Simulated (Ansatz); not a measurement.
TaN:
Space group Fm-3m (No. 225); a = b = c = 4.3757 Å, α = β = γ = 90.00°

```json
[
 {"atom": "N", "site": "4a", "symmetry": "m-3m", "x": "0.0000", "y": "0.0000", "z": "0.0000"},
 {"atom": "Ta", "site": "4b", "symmetry": "m-3m", "x": "0.5000", "y": "0.5000", "z": "0.5000"}
]
```
(The calculation used a cell of 2 atoms; values per cell refer to that cell.)

Relaxed with PBEsol.

Q: Which orbitals make up the states near the Fermi level in the program Ansatz at the PBEsol level (PAW)?

A: Within 0.5 eV of the Fermi level: Ta 5d 78 %, N 2p 16 %. Projections are on Löwdin-orthogonalised atomic valence shells; empty p or d shells of many metals are not among them.

Q: Tabulate the density of states.

A: States/eV per cell of 2 atoms, in 0.25 eV bins, energy from the Fermi level.

```tsv
E (eV)	total	Ta 5d	N 2p	N 2s
-7.85	0.57	0.14	0.35	0.01
-7.60	1.06	0.36	0.63	0.01
-7.35	2.04	0.72	1.24	0.02
-7.10	2.70	0.89	1.69	0.03
-6.85	3.89	1.22	2.48	0.03
-6.60	2.07	0.74	1.25	0.02
-6.35	1.48	0.55	0.88	0.01
-6.10	1.15	0.42	0.69	0.01
-5.85	0.94	0.34	0.58	0.01
-5.60	0.76	0.25	0.48	0.00
-5.35	0.60	0.16	0.42	0.00
-5.10	0.49	0.11	0.37	0.00
-4.85	0.28	0.05	0.22	0.00
-4.60	0.17	0.04	0.12	0.00
-4.35	0.17	0.05	0.11	0.00
-4.10	0.17	0.07	0.09	0.00
-3.85	0.18	0.10	0.08	0.00
-3.60	0.22	0.13	0.08	0.00
-3.35	0.25	0.16	0.09	0.00
-3.10	0.29	0.19	0.09	0.00
-2.85	0.33	0.23	0.09	0.00
-2.60	0.38	0.27	0.10	0.00
-2.35	0.43	0.31	0.10	0.00
-2.10	0.50	0.38	0.11	0.00
-1.85	0.53	0.40	0.11	0.01
-1.60	0.56	0.43	0.11	0.01
-1.35	0.60	0.45	0.12	0.01
-1.10	0.64	0.48	0.12	0.01
-0.85	0.67	0.51	0.13	0.01
-0.60	0.71	0.54	0.13	0.01
-0.35	0.77	0.59	0.14	0.01
-0.10	0.74	0.58	0.12	0.01
0.15	0.80	0.63	0.12	0.01
0.40	0.87	0.70	0.13	0.01
0.65	0.95	0.77	0.13	0.01
0.90	1.01	0.82	0.14	0.01
1.15	1.15	0.94	0.15	0.02
1.40	1.31	1.06	0.17	0.02
1.65	1.54	1.25	0.20	0.03
1.90	2.08	1.69	0.27	0.05
2.15	2.09	1.69	0.28	0.05
2.40	1.69	1.37	0.20	0.05
2.65	1.56	1.26	0.17	0.06
2.90	1.46	1.16	0.16	0.06
3.15	1.65	1.31	0.17	0.08
3.40	1.58	1.24	0.14	0.10
3.65	1.30	0.95	0.13	0.11
3.90	0.84	0.46	0.12	0.13
4.15	0.97	0.51	0.14	0.16
4.40	1.07	0.53	0.15	0.18
4.65	1.17	0.52	0.18	0.19
```

Symmetry was held in the PBEsol relaxation. No spin polarisation was allowed. Spin–orbit coupling is left out wherever it is not named.

Potentials: the later of the program's two PAW sets.
